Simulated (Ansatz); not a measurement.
A crystal relaxed with r2SCAN in the PAW code Ansatz has space group P-4m2 (No. 115) and a = 3.894 Å, c = 10.999 Å.

```
atom  site       x       y       z
   P    2e  0.0000  0.0000  0.2457
  Ga    2g  0.0000  0.5000  0.1228
   P    1b  0.5000  0.5000  0.0000
  Ga    2g  0.0000  0.5000  0.6316
  Xx    1c  0.5000  0.5000  0.5000
```

r2SCAN gives an indirect gap of 1.71 eV, from Γ to M; the least direct gap is 1.81 eV at Γ. The lowest empty level at Z lies only 38 meV higher, so the place of the conduction bottom isn't settled. The HSE06 gap is indirect, 2.08 eV (Γ to M), below the direct gap of 2.18 eV at Γ. PBE gives a direct gap of 1.42 eV at Γ. The lowest empty level at X lies only 19 meV higher, so the place of the conduction bottom isn't settled. Meshes: r2SCAN 6×6×2, HSE06 4×4×2, PBE 6×6×2.

Problem. Which element is Xx?
A. N
B. Bi
C. Sb
D. As

Solution. D. Xx is As: an ordered 8-atom cell of Ga4AsP3 on the zincblende lattice (P-4m2). P is surrounded by 4 Ga at 2.37 Å; Ga is surrounded by 4 P at 2.37 Å; Ga is surrounded by 2 P at 2.37 Å and 2 As at 2.43 Å; As is surrounded by 4 Ga at 2.43 Å.

The cell comes from a prototype generator: it can be a known phase or a hypothetical one. Spin polarisation is off.

Spin-orbit coupling is left out.

The meshes of the hybrids are coarse, so their gaps aren't converged to the digits shown.
